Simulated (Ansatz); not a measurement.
SnSe:
```cif
data_Se4Sn4
_chemical_formula_sum 'Sn4 Se4'
_space_group_name_H-M_alt 'P 1'
_space_group_IT_number 1
_cell_length_a 11.67335
_cell_length_b 4.12328
_cell_length_c 4.64961
_cell_angle_alpha 90.000
_cell_angle_beta 90.000
_cell_angle_gamma 90.000
loop_
_space_group_symop_operation_xyz
  'x, y, z'
loop_
_atom_site_label
_atom_site_type_symbol
_atom_site_fract_x
_atom_site_fract_y
_atom_site_fract_z
_atom_site_occupancy
Sn1 Sn 0.62093 0.75000 0.37715 1
Sn2 Sn 0.37907 0.25000 0.62285 1
Sn3 Sn 0.87907 0.25000 0.87715 1
Sn4 Sn 0.12093 0.75000 0.12285 1
Se1 Se 0.14720 0.25000 0.51455 1
Se2 Se 0.85280 0.75000 0.48545 1
Se3 Se 0.35280 0.75000 0.01455 1
Se4 Se 0.64720 0.25000 0.98545 1
```

Relaxed with r²SCAN+D4.

**Question.** Which orbitals make up the states near the band edges in plane-wave PAW r²SCAN+D4 (Ansatz code)?

**Answer.** Top 1 eV of the valence band: Se 4p 57 %, Sn 5s 23 %, Sn 5p 18 %. Bottom 1 eV of the conduction band: Sn 5p 63 %, Se 4p 17 %, Sn 5s 8 %, Se 4s 8 %. Projections are on Löwdin-orthogonalised atomic valence shells; empty p or d shells of many metals are not among them.

**Question.** Tabulate the density of states.

**Answer.** States/eV per cell of 8 atoms, in 0.25 eV bins, energy from the valence-band maximum.

| E (eV) | total | Se 4p | Sn 5p | Sn 5s |
|---|---|---|---|---|
| -7.85 | 1.21 | 0.37 | 0.07 | 0.73 |
| -7.60 | 4.49 | 1.38 | 0.19 | 2.78 |
| -7.35 | 4.96 | 1.48 | 0.21 | 3.09 |
| -7.10 | 5.41 | 1.64 | 0.22 | 3.34 |
| -6.85 | 4.59 | 1.42 | 0.22 | 2.72 |
| -6.60 | 5.04 | 1.61 | 0.25 | 2.84 |
| -6.35 | 2.09 | 0.65 | 0.09 | 1.12 |
| -6.10 | 1.42 | 0.41 | 0.07 | 0.76 |
| -5.85 | 1.14 | 0.30 | 0.06 | 0.61 |
| -5.60 | 0.89 | 0.21 | 0.05 | 0.49 |
| -5.35 | 0.61 | 0.14 | 0.04 | 0.33 |
| -5.10 | 0.16 | 0.04 | 0.01 | 0.08 |
| -4.85 | 0.13 | 0.07 | 0.05 | 0.01 |
| -4.60 | 1.91 | 1.07 | 0.73 | 0.07 |
| -4.35 | 3.34 | 1.95 | 1.23 | 0.12 |
| -4.10 | 4.65 | 2.78 | 1.60 | 0.19 |
| -3.85 | 4.76 | 2.94 | 1.57 | 0.16 |
| -3.60 | 5.22 | 3.34 | 1.64 | 0.15 |
| -3.35 | 6.20 | 4.12 | 1.78 | 0.18 |
| -3.10 | 6.41 | 4.36 | 1.72 | 0.20 |
| -2.85 | 5.67 | 3.90 | 1.45 | 0.20 |
| -2.60 | 6.59 | 4.71 | 1.54 | 0.21 |
| -2.35 | 6.11 | 4.50 | 1.29 | 0.19 |
| -2.10 | 7.32 | 5.54 | 1.35 | 0.29 |
| -1.85 | 7.05 | 5.35 | 1.20 | 0.37 |
| -1.60 | 4.78 | 3.16 | 1.02 | 0.52 |
| -1.35 | 4.54 | 2.57 | 1.11 | 0.75 |
| -1.10 | 6.35 | 3.58 | 1.48 | 1.12 |
| -0.85 | 5.17 | 2.85 | 1.17 | 1.01 |
| -0.60 | 5.86 | 3.36 | 1.01 | 1.36 |
| -0.35 | 3.43 | 2.04 | 0.45 | 0.88 |
| -0.10 | 0.49 | 0.28 | 0.05 | 0.15 |
| 0.15 | 0.00 | 0.00 | 0.00 | 0.00 |
| 0.40 | 0.00 | 0.00 | 0.00 | 0.00 |
| 0.65 | 0.00 | 0.00 | 0.00 | 0.00 |
| 0.90 | 0.00 | 0.00 | 0.00 | 0.00 |
| 1.15 | 0.17 | 0.03 | 0.11 | 0.01 |
| 1.40 | 1.50 | 0.22 | 0.97 | 0.12 |
| 1.65 | 3.16 | 0.52 | 2.00 | 0.27 |
| 1.90 | 4.65 | 0.82 | 2.93 | 0.36 |
| 2.15 | 5.07 | 0.90 | 3.32 | 0.30 |
| 2.40 | 4.83 | 0.92 | 3.17 | 0.23 |
| 2.65 | 5.69 | 1.16 | 3.72 | 0.21 |
| 2.90 | 4.98 | 1.02 | 3.24 | 0.15 |
| 3.15 | 6.92 | 1.49 | 4.41 | 0.21 |
| 3.40 | 7.90 | 1.85 | 4.97 | 0.24 |
| 3.65 | 5.05 | 1.13 | 3.28 | 0.12 |
| 3.90 | 5.69 | 1.15 | 3.77 | 0.08 |
| 4.15 | 5.28 | 1.10 | 3.41 | 0.08 |
| 4.40 | 5.82 | 1.26 | 3.66 | 0.08 |
| 4.65 | 6.16 | 1.39 | 3.76 | 0.08 |
| 4.90 | 4.99 | 1.16 | 2.95 | 0.07 |
| 5.15 | 5.43 | 1.19 | 3.13 | 0.07 |
| 5.40 | 4.40 | 0.99 | 2.54 | 0.06 |
| 5.65 | 3.54 | 0.85 | 2.06 | 0.05 |

Space group Pnma. The cell was relaxed with r²SCAN+D4 under the symmetry of its start. Spin–orbit coupling is left out wherever it is not named.

Potentials: the earlier of the program's two PAW sets. The files were generated under PBE; for other functionals the program regenerates the frozen cores, and for LDA and PBEsol the local potential too.
